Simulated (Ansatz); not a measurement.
VN (rock salt, Fm-3m), a = 4.0427 Å, b = 4.0427 Å, c = 4.0427 Å, α = 90.00°, β = 90.00°, γ = 90.00°; the cell used has 2 atoms.

Relaxed with LDA.

Decompose the optical modes at the zone centre into irreducible representations, and say which are infrared and Raman allowed.

Point group m-3m: Γ_opt = T1u. Infrared: T1u. Raman: none.

Assign frequencies (DFPT, plane-wave PAW LDA (Ansatz code)).

T1u 411 cm⁻¹.

The cell was relaxed with LDA under the symmetry of its start; of distortions, only those at the zone centre were tested. The run is not spin-polarised. As this level gives no gap, phonon frequencies hold no LO–TO term and depend on the k-mesh and smearing (Fermi–Dirac, 0.1 eV here).

Potentials: the earlier of the program's two PAW sets.
